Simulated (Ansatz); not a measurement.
Zn2Cd3Se5: rattling a relaxed structure

The structure comes from a generated guess, relaxed at this level; another structure or a mixture of phases may lie lower.

All numbers below come from DFT PBE, scalar-relativistic, plane waves, PAW (Ansatz). Plane waves to 420 eV, a k mesh through Γ of 10×10×10 on the computed 10-atom cell and Gaussian smearing (0.02 eV); no spin polarisation.

The cell below (10 atoms, space group I-4m2 (No. 119)) is relaxed within its symmetry.

```yaml
crystal:
  lattice:
    - [-2.11525, 2.11525, 15.15741]
    - [2.11525, -2.11525, 15.15741]
    - [2.11525, 2.11525, -15.15741]
  atoms:
    - { symbol: Zn, position: [0.90172, 0.90172, 0.00000] }
    - { symbol: Zn, position: [0.09828, 0.09828, 0.00000] }
    - { symbol: Cd, position: [0.50000, 0.50000, 0.00000] }
    - { symbol: Cd, position: [0.69657, 0.69657, 0.00000] }
    - { symbol: Cd, position: [0.30343, 0.30343, 0.00000] }
    - { symbol: Se, position: [0.55367, 0.05367, 0.50000] }
    - { symbol: Se, position: [0.14289, 0.64289, 0.50000] }
    - { symbol: Se, position: [0.75000, 0.25000, 0.50000] }
    - { symbol: Se, position: [0.35711, 0.85711, 0.50000] }
    - { symbol: Se, position: [0.94633, 0.44633, 0.50000] }
```

For the test it was strained at random (σ = 1.5 % a component), the atoms were moved at random (σ = 0.10 Å), and all was relaxed again on a coarse 4×4×4 mesh (in the run’s order of axes) with 0.10 eV smearing, with no symmetry imposed.

Q: Does it come back?

A: It returns, within 1 meV/atom of the unmoved cell on that mesh and with the same symmetry when read at 0.1 Å (P1 at 0.01 Å, so small strains and shifts remain). No instability shows in this cell; modes of other wave vectors, which need another repeat, aren't tested.
